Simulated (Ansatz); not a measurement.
Si₂Mo (MoSi2 or CaC2 type, I4/mmm) at seven volumes, LDA in the plane-wave PAW code Ansatz, shape and atoms relaxed at each. One row is withheld.

```tsv
V (Å³/atom)	P (GPa)
11.884	26.04
12.276	15.93
12.668	7.32
13.060	0.00
13.452	-6.23
13.843	-11.51
14.235	?
```

**Question.** Fit the shown pressures and predict the withheld one.

**Answer.** P = (3/2)B₀(x^(7/2) − x^(5/2))[1 + (3/4)(B′ − 4)(x − 1)] with x = (V₀/V)^(2/3). Least squares on the six rows gives V₀ = 13.060 Å³/atom, B₀ = 225 GPa, B′ = 4.36. At V = 14.235, x = 0.9442 and P = -16.07 GPa. The run itself gave -15.99 GPa.

Symmetry was held in the LDA relaxation; of distortions, only those at the zone centre were tested. No spin polarisation was allowed.

Potentials: the later of the program's two PAW sets.
